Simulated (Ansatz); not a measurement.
# Cancellation of cutoff errors in ZrTi2

Computed with DFT PBEsol, scalar-relativistic, plane waves, PAW in Ansatz 0.2.0.

```yaml
crystal:
  lattice:
    - [4.72441, 0.00000, 0.00000]
    - [-2.36221, 4.09146, 0.00000]
    - [0.00000, 0.00000, 3.00345]
  atoms:
    - { symbol: Zr, position: [0.00000, 0.00000, 0.00000] }
    - { symbol: Ti, position: [0.66667, 0.33333, 0.50000] }
    - { symbol: Ti, position: [0.33333, 0.66667, 0.50000] }
```

- Γ-centred k-mesh: 12×12×14
- occupation rule: Gaussian smearing, 0.1 eV
- spin treatment: unpolarised

A second cell has all atoms moved and the lattice slightly strained:

```yaml
crystal:
  lattice:
    - [4.79735, -0.01797, 0.03934]
    - [-2.41424, 4.18909, -0.06707]
    - [0.02501, -0.03480, 2.99805]
  atoms:
    - { symbol: Zr, position: [0.97211, 0.99567, 0.00677] }
    - { symbol: Ti, position: [0.65372, 0.31339, 0.49195] }
    - { symbol: Ti, position: [0.35466, 0.67491, 0.50962] }
```

It ran on a 8×8×10 mesh, another than the first cell's, which shifts the difference by nearly the same amount at every cutoff. Both were run at several values of the cutoff; energies per atom at zero smearing, errors against the largest value (420 eV), which isn't proved converged itself.

```json
{"cutoff": "250 eV", "error, first cell (meV)": "738.57", "error, second cell (meV)": "738.47"}
{"cutoff": "300 eV", "error, first cell (meV)": "96.62", "error, second cell (meV)": "95.62"}
{"cutoff": "350 eV", "error, first cell (meV)": "6.89", "error, second cell (meV)": "6.93"}
```

Q: At the largest value the second cell lies 52.04 meV/atom above the first. What is the error of that difference at each value, and where does each quantity come within 1 meV/atom?

A: The error of the difference is the second cell's error less the first's:
```
cutoff difference (meV) its error (meV)
250 eV             51.94            -0.10
300 eV             51.04            -1.00
350 eV             52.08             0.04
```

No value below the largest brings the first cell's total energy within 1 meV/atom, while the difference is there from 250 eV on. Most of the error cancels, by a factor of about 170 in the median. A missing short wave mostly misdescribes the region near each nucleus, which both cells share; what doesn't cancel comes largely from the change of volume and bonding.